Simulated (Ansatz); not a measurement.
TaGe$_{2}$:
```yaml
crystal:
  lattice:
    - [4.63173, 0.00000, 0.00000]
    - [-2.31587, 4.01120, 0.00000]
    - [0.00000, 0.00000, 2.69856]
  atoms:
    - { symbol: Ta, position: [0.00000, 0.00000, 0.00000] }
    - { symbol: Ge, position: [0.33333, 0.66667, 0.50000] }
    - { symbol: Ge, position: [0.66667, 0.33333, 0.50000] }
```

Relaxed with r²SCAN. Special points in fractions of this cell's reciprocal vectors: Γ (0.000, 0.000, 0.000); M (0.500, 0.000, 0.000); K (0.333, 0.333, 0.000); A (0.000, 0.000, 0.500); L (0.500, 0.000, 0.500); H (0.333, 0.333, 0.500).

**Question.** List the band energies nearest the Fermi level at these points for r²SCAN with spin–orbit coupling in the plane-wave PAW code Ansatz.

**Answer.** In eV from the Fermi level; about four levels below and three above (degenerate sets whole), none deeper than 8.9 eV; points with the same levels are listed once.

```tsv
k	below	above
Γ	-1.37 -1.37 -0.74 -0.74	3.47 3.47 3.65 3.65
M	-2.43 -2.43 -1.54 -1.54	2.23 2.23 2.91 2.91
K	-2.10 -2.10 -1.98 -1.98	3.03 3.03 3.13 3.13
A	-0.58 -0.58 -0.24 -0.24	5.69 5.69 6.11 6.11
L	-5.03 -5.03 -4.93 -4.93	0.12 0.12 0.15 0.15
H	-0.54 -0.54 -0.47 -0.47	1.49 1.49 1.89 1.89
```

Space group P6/mmm. The cell is a constructed one: a structure type filled with these elements; neither database checked (COD, Materials Project) lists it. COD files the formula under space group No. 180, so this cell is another polymorph or a model. Whether it is the stable phase at ambient conditions was not checked. The cell was relaxed with r²SCAN under the symmetry of its start. At this level the phase is mechanically unstable. The run is not spin-polarised.

Potentials: the earlier of the program's two PAW sets.
